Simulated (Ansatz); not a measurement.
## Sr4GeN4 — 14N nuclear quadrupole resonance

Cell: a computed structure from the Materials Project (it need not be an observed phase), ions relaxed with PBE at fixed cell.

```
Sr Ge N
1.0
     6.76664    0.00000    0.00000
     3.36944    6.00621    0.00000
     2.34158    0.00366    8.25059
Sr Ge N
8 2 8
Cartesian
  5.3130 1.2358 7.1535
  7.1647 4.7741 1.0971
  6.2177 1.6444 0.4632
  6.2599 4.3655 7.7874
  5.0988 1.6432 3.6595
  7.3789 4.3667 4.5911
  4.1271 4.7669 3.0307
  8.3506 1.2430 5.2199
  2.2756 1.5141 2.0628
  10.2020 4.4958 6.1878
  2.9636 0.2391 3.3710
  9.5141 5.7708 4.8796
  1.5845 0.2394 0.7584
  10.8932 5.7704 7.4922
  3.7444 2.5223 1.3199
  8.7333 3.4876 6.9307
  4.8944 3.4701 5.4477
  7.5832 2.5398 2.8029
```

Atom numbers follow the list; atoms alike are taken as one site, whose name carries the number of the first.

Method: Kohn–Sham DFT in Ansatz, r2SCAN, plane waves and PAW, scalar-relativistic, 500 eV cutoff, Γ-centred 5×5×4 k-points, Fermi–Dirac smearing 0.02 eV.

14N: I = 1, Q = 20.44 mb (year-2017 value). Static lattice, zero field.

Question: At which frequencies do the 14N NQR lines lie?

Answer: For I = 1 the lines are ν± = (3/4)|C_Q|(1 ± η/3) and ν₀ = |C_Q|η/2.

| site | atoms | V_zz (10²¹ V/m²) | C_Q (MHz) | η | line frequencies (MHz) |
| --- | --- | --- | --- | --- | --- |
| N11 | 11, 12 | 3.84 | 1.90 | 0.35 | 0.336, 1.25, 1.59 |
| N13 | 13, 14 | 3.81 | 1.89 | 0.37 | 0.347, 1.24, 1.59 |
| N15 | 15, 16 | 3.60 | 1.78 | 0.07 | 0.0617, 1.30, 1.37 |
| N17 | 17, 18 | 3.60 | 1.78 | 0.06 | 0.0565, 1.31, 1.36 |

At N11, N13, N15 and N17 V_zz points along its bond to Ge (within 9°) in each case.

The largest force is 0.3 eV/Å, so the atoms aren't at the calculated equilibrium and relaxing them would move these values.

The run took 5.3 min of wall time (10 min of CPU time) and 2.2 GiB at its peak, on 2 threads of Arm Neoverse N1 (aarch64; 36 cores open to the job, memory cap 5.0 GiB, no GPU), a shared host with a load of 0.9 a core.
